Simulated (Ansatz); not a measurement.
A plane-wave DFT run in Ansatz 0.2.0 (scalar-relativistic PAW potentials unless the input names others): input and command.

```yaml
crystal:
  lattice:
    - [5.4872645078, 0.0, 0.0]
    - [-2.7436322539, 4.7912052226, 0.0]
    - [0.0, 0.0, 9.4423523521]
  atoms:
    - { symbol: Cs, position: [0.3592639141, 0.7185278382, 0.25] }
    - { symbol: Cs, position: [0.6407360859, 0.2814721618, 0.75] }
basis:
  ecutwfc: "520 ev"
kpoints:
  mp_grid: { grid: [8, 8, 4] }
hamiltonian:
  xc: pbesol
scf:
  occupations: { method: gaussian, width: 0.1 }
  max_iter: 100
output:
  forces: true
  eigenvalues: true
  stress: true
```

```bash
ansatz run input.yaml --threads 1 --pin off --max-ram 1331MiB --backend cpu --events-out ev --progress --plain --runs-dir out
```

Task: What is wrong with this input?

Result: The program refuses it, because of a cutoff in the wrong unit (basis.ecutwfc: 420 → "520 ev"). With the sound run's settings it is accepted.

Abridged log:
```
Error: YAML parse error: error: line 10 column 12: unknown unit factor `ev` — a unit is read by its exact case: `eV` is a unit here, `ev` is not
  --> <input>:10:12
   |
 8 |     - { symbol: Cs, position: [0.6407360859, 0.2814721618, 0.75] }
 9 | basis:
10 |   ecutwfc: "520 ev"
   |            ^ unknown unit factor `ev` — a unit is read by its exact case: `eV` is a unit here, `ev` is not
11 | kpoints:
12 |   mp_grid: { grid: [8, 8, 4] }
   |
```